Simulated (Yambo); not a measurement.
Yambo input for MgS (rock salt, space group Fm-3m, No. 225) under isotropic strain of +1 % on all lattice vectors (a = b = c = 3.702 Å, α = β = γ = 60.00°), on PBEsol (Quantum ESPRESSO, PseudoDojo norm-conserving, 84 Ry, scalar-relativistic) wavefunctions on a 16×16×16 mesh:

```
optics
chi
dipoles
kernel
FFTGvecs= 40 Ry
Chimod= "HARTREE"
NGsBlkXd= 4 Ry
% QpntsRXd
 1 | 1 |
%
% BndsRnXd
 5 | 27 |
%
GrFnTpXd= "R"
% EnRngeXd
 0.0 | 20.0 | eV
%
% DmRngeXd
 0.2 | 0.2 | eV
%
CGrdSpXd= 50
ETStpsXd= 161
% LongDrXd
 1.0 | 0.0 | 0.0 |
%
```

First lines of the file o-*.eps_q1_inv_rpa_dyson:

```
Absorption @ Q(1):   1.00000000     0.00000000     0.00000000    [q->0 direction]
#
# [ X ] Hartree size     :   51
# [GEN] GF Energies     : Perdew, Burke & Ernzerhof SOL(X)+Perdew, Burke & Ernzerhof SOL(C)
# [GEN] Green`s Function     : Retarded
#
# [GEN] Gauge     : Length
# [GEN] [r,Vnl] included     : yes
#
#    E[1] [eV]     Im(eps)     Re(eps)     Im(eps_o)     Re(eps_o)
#
     0.000000     -0.189413E-8     5.135849     -0.32948E-17     6.044211
     0.125000     0.005037     5.137414     0.006425     6.046208
     0.250000     0.010103     5.142120     0.012888     6.052211
     0.375000     0.015227     5.149992     0.019425     6.062254
     0.500000     0.020441     5.161077     0.026076     6.076394
     0.625000     0.025777     5.175438     0.032881     6.094715
     0.750000     0.031268     5.193163     0.039884     6.117324
     0.875000     0.036952     5.214356     0.047131     6.144358
     1.000000     0.042871     5.239151     0.054676     6.175982
     1.125000     0.049069     5.267703     0.062575     6.212397
     1.250000     0.055599     5.300201     0.070892     6.253839
     1.375000     0.062519     5.336864     0.079703     6.300587
     1.500000     0.069898     5.377953     0.089091     6.352967
     1.625000     0.077816     5.423770     0.099157     6.411364
     1.750000     0.086368     5.474673     0.110018     6.476225
     1.875000     0.095670     5.531080     0.121815     6.548074
     2.000000     0.105861     5.593486     0.134721     6.627531
     2.125000     0.117118     5.662478     0.148947     6.715327
     2.250000     0.129663     5.738759     0.164760     6.812330
     2.375000     0.143785     5.823174     0.182505     6.919587
     2.500000     0.159874     5.916759     0.202637     7.038364
     2.625000     0.178467     6.020794     0.225780     7.170221
     2.750000     0.200351     6.136889     0.252825     7.317100
     2.875000     0.226739     6.267101     0.285127     7.481461
     3.000000     0.259671     6.414065     0.324911     7.666435
     3.125000     0.302921     6.580957     0.376205     7.875812
     3.250000     0.363875     6.770086     0.446762     8.112672
     3.375000     0.452542     6.975825     0.547151     8.372385
     3.500000     0.562020     7.191557     0.671516     8.649544
     3.625000     0.715259     7.432531     0.844365     8.960074
     3.750000     0.915526     7.625095     1.068977     9.230973
     3.875000     1.059112     7.815908     1.243093     9.513905
     4.000000     1.215387     8.087953     1.442610     9.895307
```
(The file goes on to the top of the energy range.) Convergence of the RPA response with its 16×16×16 mesh was not tested.

Geometry strained from the cell relaxed with PBEsol, atoms relaxed again.
